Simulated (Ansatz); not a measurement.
A geometry of W away from equilibrium: step 2 of the relaxation of a relaxed W cell displaced along its unstable phonon at q = (0, 0, ½) of its primitive reciprocal cell (27i cm⁻¹), largest move 0.15 Å. All values below come from PBEsol (plane waves to 420 eV, PAW, scalar-relativistic; Ansatz, a program for electronic structure). Γ-centred k-mesh 13×13×2 on the run's cell (coarser than for final values), Fermi–Dirac smearing 0.05 eV.

```xyz
8
Lattice="2.7719 0.0000 0.0000 -1.3860 2.3856 0.0019 0.0000 0.0155 19.4247" Properties=species:S:1:pos:R:3:forces:R:3 pbc="T T T" free_energy=-82056.872 pressure_GPa=-0.6
W      0.0000     0.0448    -0.0006    0.0000    0.0035    0.0217
W      0.0000    -0.0311     9.7134    0.0000    0.0116   -0.0144
W      0.0000    -0.2774     4.8553    0.0000   -0.0465   -0.0078
W      0.0000     0.2978    14.5688    0.0000    0.0768   -0.0081
W      0.0000     1.3798     2.4210    0.0000   -0.0264   -0.0472
W      0.0000     1.8535    12.1376    0.0000    0.1416   -0.0767
W      1.3860     0.4580     7.2898    0.0000   -0.2264    0.0858
W      1.3860     1.0998    17.0048    0.0000    0.0659    0.0467
```

Positions in Å, forces in eV/Å, free energy of the cell in eV (comparable only within this code, potentials and settings). Largest force: 0.24 eV/Å, on W7 (atoms numbered as listed); the geometry lies 0.47 to 0.48 eV/atom (the two k-meshes of the run give this range) above the end of its relaxation.

No spin polarisation in the result.

The run could not lose the symmetry of its start.

Of the parent cell (P6₃/mmc (No. 194)): it is a generated cell of W: the first start was made by placing the elements on the sites of a structure type, and the end was not matched to a known phase here, so it may be hypothetical. Known forms of W include space group No. 229.
